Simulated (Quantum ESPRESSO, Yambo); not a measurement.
For Na₂CO₃ (space group P6_3/mmc, No. 194), Yambo gives the independent-particle static dielectric constant along x as 2.76 on LDA bands and 2.34 after a scissor of 3.14 eV widens every gap (3×3×4 mesh, 123 bands, 3 Ry local-field block, 0.2 eV broadening). Axes are Cartesian, with cell vectors (Å) (5.21, 0.00, 0.00), (-2.61, 4.51, 0.00), (0.00, 0.00, 6.07).

**Question.** A scissor keeps the position matrix elements. In a one-oscillator model, how does ε − 1 scale, and what mean transition energy do the two values imply?

**Answer.** Each transition adds |r|²/E to ε − 1, so ε − 1 ∝ 1/(E0 + Δ). Then (2.34 − 1)/(2.76 − 1) = E0/(E0 + Δ) = 0.761, and E0 = Δ(ε' − 1)/(ε − ε') = 10.0 eV. The computed Im ε, weighted by 1/E up to 20 eV, has its mean at 10.3 eV; the smallest direct LDA gap is 3.14 eV. The scissor comes from a G0W0 run whose convergence isn't established. Convergence of the RPA response with its 3×3×4 mesh was not tested.

Bands from Quantum ESPRESSO.

Geometry of the Materials Project entry, not relaxed at this level; primitive cell a = b = 5.2106 Å, c = 6.0727 Å, α = β = 90.00°, γ = 120.00°.

The structure is a Materials Project entry; no match was found in the copy of COD used, and its stability was not checked.
